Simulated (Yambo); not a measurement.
Yambo run on KZnF₃ (cubic perovskite, space group Pm-3m, No. 221). The wavefunctions are PBEsol (pw.x of Quantum ESPRESSO, ONCV potentials, no spin-orbit coupling) ones on a 4×4×4 mesh (25 occupied bands); a = b = c = 4.0474 Å, α = β = γ = 90.00°.

Yambo input:

```
rim_cut
gw0
dyson
el_el_corr
HF_and_locXC
ppa
em1d
RandQpts= 1000000
RandGvec= 1 Ry
EXXRLvcs= 84 Ry
VXCRLvcs= 336 Ry
Chimod= "HARTREE"
% BndsRnXp
 5 | 134 |
%
NGsBlkXp= 2 Ry
% LongDrXp
 1.0 | 1.0 | 1.0 |
%
PPAPntXp= 27.2114 eV
% GbndRnge
 1 | 134 |
%
GTermKind= "BG"
DysSolver= "n"
ExtendOut
% QPkrange
 1 | 1 | 25 | 26 |
 10 | 10 | 25 | 25 |
%
```

k points by index: 1 = Γ, 10 = R.

Table of the .qp output:

```
#    K-point    Band    Eo [eV]    E [eV]    E-Eo [eV]    Vxc [eV]    Vnlxc [eV]    Sc|Eo [eV]    Sc|E [eV]    dSc/dw|Eo [eV]    Re(Z)    Im(Z)
#
    1    25    -1.737632    -4.686362    -2.948730    -22.35731    -30.13022    4.240513    4.824179    -5.385578    0.834778    -0.002031
    1    26    3.840705    5.202227    1.361521    -13.35076    -8.450556    -3.354794    -3.538682    -3.675026    0.881014    -0.663058E-3
    10    25    0.000000    -3.217558    -3.217558    -29.10769    -36.87148    3.995418    4.546228    -4.658124    0.853837    -0.897800E-3
```
(The two width columns are left out.) Convergence of these settings isn't established.

Geometry of the Materials Project entry, not relaxed at this level.
